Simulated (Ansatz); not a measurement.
Sr₂ZnWO₆:
```yaml
crystal:
  lattice:
    - [-2.78725, 2.78725, 4.01618]
    - [2.78725, -2.78725, 4.01618]
    - [2.78725, 2.78725, -4.01618]
  atoms:
    - { symbol: Sr, position: [0.25000, 0.75000, 0.50000] }
    - { symbol: Sr, position: [0.75000, 0.25000, 0.50000] }
    - { symbol: Zn, position: [0.50000, 0.50000, 0.00000] }
    - { symbol: W, position: [0.00000, 0.00000, 0.00000] }
    - { symbol: O, position: [0.80245, 0.71867, 0.52112] }
    - { symbol: O, position: [0.19755, 0.28133, 0.47888] }
    - { symbol: O, position: [0.71867, 0.19755, 0.91622] }
    - { symbol: O, position: [0.28133, 0.80245, 0.08378] }
    - { symbol: O, position: [0.23914, 0.23914, 0.00000] }
    - { symbol: O, position: [0.76086, 0.76086, 0.00000] }
```

Relaxed with r²SCAN.

Problem. Map the electron localisation function on the plane through (0.250, 0.750, 0.500) spanned by u = [1, 1, 0] and v = [1, 0, 1] in lattice vectors, from DFT-r²SCAN in the program Ansatz with PAW potentials.

Solution. x is the fraction of u, y of v (the angle between them is 90°; rows are the nearest grid lines); atoms in the plane: Sr at (0.00, 0.00), Sr at (0.50, 0.00), Zn at (0.75, 0.50), W at (0.25, 0.50), O at (0.49, 0.50), O at (0.01, 0.50).
```
y \ x   0.000  0.100  0.175  0.275  0.375  0.450  0.550  0.625  0.725  0.825  0.900   1.00
------  -----  -----  -----  -----  -----  -----  -----  -----  -----  -----  -----  -----
1.00    0.009  0.862  0.039  0.021  0.722  0.590  0.590  0.722  0.021  0.039  0.862  0.009
0.929   0.578  0.822  0.034  0.077  0.529  0.817  0.820  0.549  0.061  0.032  0.827  0.578
0.857   0.864  0.372  0.081  0.255  0.086  0.827  0.836  0.106  0.164  0.049  0.432  0.864
0.786   0.210  0.034  0.182  0.305  0.041  0.110  0.136  0.024  0.147  0.077  0.032  0.210
0.679   0.590  0.219  0.094  0.151  0.115  0.522  0.418  0.061  0.098  0.078  0.100  0.590
0.607   0.829  0.549  0.393  0.720  0.211  0.814  0.796  0.105  0.075  0.136  0.327  0.829
0.536   0.473  0.672  0.708  0.327  0.269  0.682  0.823  0.128  0.000  0.079  0.469  0.473
0.464   0.473  0.672  0.707  0.325  0.268  0.682  0.823  0.128  0.000  0.079  0.469  0.473
0.393   0.829  0.549  0.394  0.720  0.211  0.814  0.796  0.105  0.075  0.136  0.327  0.829
0.321   0.590  0.219  0.094  0.151  0.115  0.522  0.418  0.061  0.098  0.078  0.100  0.590
0.214   0.209  0.034  0.182  0.305  0.041  0.110  0.136  0.024  0.147  0.077  0.032  0.209
0.143   0.864  0.373  0.081  0.255  0.086  0.827  0.837  0.106  0.164  0.049  0.432  0.864
0.0714  0.577  0.820  0.034  0.077  0.524  0.817  0.819  0.547  0.061  0.032  0.826  0.577
0.000   0.009  0.862  0.039  0.021  0.722  0.590  0.590  0.722  0.021  0.039  0.862  0.009
```

The density is the valence pseudo-density with augmentation charge, so density and ELF within about 1 Å of a nucleus are not all-electron values.

Space group I4/m. The workflow started from a Materials Project entry (that database holds measured and hypothetical structures alike); the Crystallography Open Database copy checked does not list it. COD files the formula under space group No. 14, 225, so this cell is another polymorph or a model. With Zn and W taken as one species the cell has the higher symmetry I4/mcm, so it may be an ordered model of a mixed-site phase. Whether it is the stable phase at ambient conditions was not checked. The cell was relaxed with r²SCAN under the symmetry of its start; whether a distortion lowers the energy is not shown. No spin polarisation was allowed. No Hubbard U is applied. Scalar-relativistic: spin–orbit coupling is off unless named, which matters more the heavier the elements.

Potentials: the later of the program's two PAW sets.
